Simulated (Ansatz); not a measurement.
## PIr₂: computed property card

PIr2:
Space group Fm-3m (No. 225); a = 5.548 Å, b = 5.548 Å, c = 5.548 Å, α = 90.00°, β = 90.00°, γ = 90.00°

```tsv
atom	site	symmetry	x	y	z
P	4a	m-3m	0.0000	0.0000	0.0000
Ir	8c	-43m	0.2500	0.2500	0.2500
```
(The calculation used a cell of 3 atoms; values per cell refer to that cell.)

Space group Fm-3m (No. 225), fluorite or antifluorite type; conventional cell a = b = c = 5.5480 Å, α = β = γ = 90.00°.

Method: plane-wave PAW r²SCAN (Ansatz code). Structure relaxed to zero pressure with the same functional. Other levels are named where they apply.

### Cell and energy

Volume per atom: 14.23 Å³
Density: 16.16 g/cm³
Formation energy from the elements (no fitted shifts): -0.47 eV/atom

### Electronic structure

Electronic character: metallic (no gap)
Density of states at the Fermi level: 0.25 states/eV per atom (mean over ±0.08 eV)

The workflow started from a Materials Project entry (that database holds measured and hypothetical structures alike); the Crystallography Open Database files this formula in space group No. 225, but the cells were not matched. Whether it is the stable phase at ambient conditions was not checked. The cell was relaxed with r²SCAN under the symmetry of its start; whether a distortion lowers the energy is not shown. The run is not spin-polarised. The references are the lowest solids computed at this level, not always the standard phases. Spin–orbit coupling is left out wherever it is not named.

Potentials: the later of the program's two PAW sets.
